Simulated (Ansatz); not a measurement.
## Property card for TaS₂

TaS2:
```
TaS2
1.0
    3.28270     0.00000     0.00000
   -1.64135     2.84290     0.00000
    0.00000     0.00000    22.79578
Ta S
4 8
Cartesian
  0.00000   0.00000   0.00000
  0.00000   0.00000   5.69895
  0.00000   0.00000  11.39789
  0.00000   0.00000  17.09684
  0.00000   1.89527   1.53906
  1.64135   0.94763  21.25672
  1.64135   0.94763   7.24274
  1.64135   0.94763   4.15516
  1.64135   0.94763  12.93696
  0.00000   1.89527   9.85883
  0.00000   1.89527  18.64063
  0.00000   1.89527  15.55305
```

Space group P6_3/mmc (No. 194); conventional cell a = b = 3.2827 Å, c = 22.7958 Å, α = β = 90.00°, γ = 120.00°.

Method: the program Ansatz at the LDA level (PAW). The cell and atoms are relaxed at this level. Other levels are named where they apply.

Cell and energy:

| Item | Result |
|---|---|
| Volume per atom | 17.73 Å³ |
| Density | 7.65 g/cm³ |
| Formation energy from the elements (no fitted shifts) | -1.16 eV/atom |

Electronic structure:

| Property | Value |
|---|---|
| Electronic character | metallic (no gap) |
| Density of states at the Fermi level | 0.50 states/eV per atom (mean over ±0.08 eV) |

Mechanics:

| Item | Result |
|---|---|
| Bulk modulus (Birch–Murnaghan fit) | 47.6 GPa |
| Pressure derivative B′ | 11.0 |

The start of the workflow was typed in or built on a structure type; the Crystallography Open Database files this formula in space group No. 194, but the cells were not matched. Whether it is the stable phase at ambient conditions was not checked. The cell was relaxed with LDA under the symmetry of its start; whether a distortion lowers the energy is not shown. The run is not spin-polarised. A crystal of weakly bound layers computed without a dispersion correction: the cell and the soft elastic constants depend strongly on that. The references are the lowest solids computed at this level, not always the standard phases. Spin–orbit coupling is left out wherever it is not named.

Potentials: the earlier of the program's two PAW sets. The files were generated under PBE; for other functionals the program regenerates the frozen cores, and for LDA and PBEsol the local potential too.
